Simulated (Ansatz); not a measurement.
Relaxed SnO (litharge type, space group P4/nmm):

```xyz
4
Lattice="3.8371 0.0000 0.0000 0.0000 3.8371 0.0000 0.0000 0.0000 4.7586" Properties=species:S:1:pos:R:3 pbc="T T T"
Sn     1.9185     0.0000     1.1584
Sn     0.0000     1.9185     3.6002
O      0.0000     0.0000     0.0000
O      1.9185     1.9185     0.0000
```

In this cell atom 3 (O, nearest neighbour Sn at 2.241 Å; its periodic images, 3.8 Å or more away, move with it) is moved by u·(1.000, 0.000, 0.000) + v·(0.000, 1.000, 0.000); the rest is frozen.

Level of theory: PBE-D3(BJ) (plane waves to 420 eV, PAW, scalar-relativistic; Ansatz, a first-principles code). k mesh 10×10×8 (Γ-centred), Fermi-Dirac smearing 0.05 eV. The energy includes the smearing's −TS. With partly filled bands, energies and forces of such displacements shift with the k mesh and the smearing. At this level the bands of SnO touch or barely overlap; measurements give the solid a gap. SnO was relaxed with its symmetry unable to fall. The last digit holds for this mesh only.

Changes of ΔE (meV/cell) from the point u = 0.000 Å, v = 0.000 Å when one coordinate moves alone (two changes are said to add if the coupling is within 5 % of the smaller one, nearly so within 20 %):

| point | change |
|---|---|
| u = 0.000 Å, v = -0.340 Å | 506.7 |
| u = 0.000 Å, v = -0.227 Å | 208.6 |
| u = 0.000 Å, v = -0.113 Å | 49.7 |
| u = -0.340 Å, v = 0.000 Å | 506.7 |
| u = -0.227 Å, v = 0.000 Å | 208.6 |
| u = -0.113 Å, v = 0.000 Å | 49.7 |
| u = 0.113 Å, v = 0.000 Å | 49.7 |
| u = 0.227 Å, v = 0.000 Å | 208.6 |
| u = 0.340 Å, v = 0.000 Å | 506.7 |
| u = 0.000 Å, v = 0.113 Å | 49.7 |
| u = 0.000 Å, v = 0.227 Å | 208.6 |
| u = 0.000 Å, v = 0.340 Å | 506.7 |

Q: Do the two effects add at u = 0.113 Å, v = 0.340 Å? Give the computed change.

A: The sum of the single changes is 49.7 + (506.7) = 556.4; the calculation gives 554.0, so they add (within 5 % of the smaller single change).

Q: Do the two effects add at u = 0.227 Å, v = -0.113 Å? Give the computed change.

A: The sum of the single changes is 208.6 + (49.7) = 258.3; the calculation gives 257.5, so they add (within 5 % of the smaller single change).

Q: Do the two effects add at u = -0.340 Å, v = 0.340 Å? Give the computed change.

A: The sum of the single changes is 506.7 + (506.7) = 1013.4; the calculation gives 987.1, so the coupling contributes -26.3 (under 20 % of the smaller single change, nearly additive).

(For displaced atoms, the force is minus the slope of the energy, and its curvature is a force constant, which sets phonon frequencies.)
